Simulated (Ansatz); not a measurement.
Values for one crystal, relaxed and computed with plane-wave PAW HSE06 (Ansatz code); other levels are named.

```yaml
volume_per_atom: 23.35 Å³
band_gap: 3.91 eV (indirect)
conduction_band_minimum: at Y (k = -0.500, -0.500, 0.000 in fractions of the reciprocal vectors)
smallest_direct_gap_on_the_standard_path: 4.31 eV
valence_band_maximum: at Σ0 (k = -0.296, 0.704, 0.000 in fractions of the reciprocal vectors)
```

Problem. Which compound is it?
(A) SrBiIO2, Cmcm (Sr on 4c, Bi on 4c, I on 4c, O on 8e)
(B) Cs2WO2F4, C2/m (Cs on 4i, W on 2a, O on 4i, F on 8j)
(C) NbInO4, P2/c (Nb on 2e, In on 2f, O on 4g, O on 4g)
(D) Ba2HfO4, I4/mmm (Ba on 4e, Hf on 2a, O on 4c, O on 4e)

Solution. A, SrBiIO2, Cmcm (Sr on 4c, Bi on 4c, I on 4c, O on 8e)

The workflow started from a Materials Project entry (that database holds measured and hypothetical structures alike); the Crystallography Open Database files this formula in space group No. 63, but the cells were not matched. Whether it is the stable phase at ambient conditions was not checked. The HSE06 relaxation kept the symmetry of its start; whether a distortion lowers the energy is not shown. The hybrid was solved on a coarse mesh, the path and, where they were found, the r²SCAN edge points; its band edges are the extreme levels among these. Scalar-relativistic: spin–orbit coupling is off unless named, which matters more the heavier the elements.

Potentials: the later of the program's two PAW sets.
